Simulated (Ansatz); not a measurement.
Input:

Starting cell, SrO (rock salt):

```
SrO
1.0
    0.00000     5.19500     5.19500
    2.59750     0.00000     2.59750
    2.59750     2.59750     0.00000
O Sr
2 2
Direct
  0.00000   0.00000   0.00000
  0.50000   0.00000   0.00000
  0.25000   0.50000   0.50000
  0.75000   0.50000   0.50000
```

A phonon eigenvector at L = (0.5, 0.0, 0.0) is frozen into this cell: atom i moves by Q times the vector below, so Q is the largest atomic displacement, in Å. The cell is held. It is one choice among 2 degenerate patterns. (q is in reciprocal vectors of the primitive cell; the cell shown is doubled to hold the pattern.)

```
atom       x       y       z
----  ------  ------  ------
O1     0.285  -0.520   0.805
O2    -0.285   0.520  -0.805
```

Atoms not listed stay in place.

The numbers are results of PBE (plane waves to 420 eV, PAW, scalar-relativistic; Ansatz, a first-principles code), not measurements. k mesh 11×11×11 (Γ-centred), Fermi-Dirac smearing 0.05 eV. Energies are smeared free energies. SrO was relaxed with its symmetry unable to fall. The zero of ΔE is the undisplaced structure.

The scan covers Q from -0.180 to 0.180 Å in 13 points.

Which space group does the distorted structure have?

P-1 (No. 2), lowered from Fm-3m.

What is the energy change at Q = 0.180 Å?

127.3 meV/cell.

What harmonic wavenumber does the curvature at Q = 0 give?

257 cm⁻¹.

(A displaced cell: forces are minus the slopes of the energy, force constants its curvatures, and phonons follow from these.)
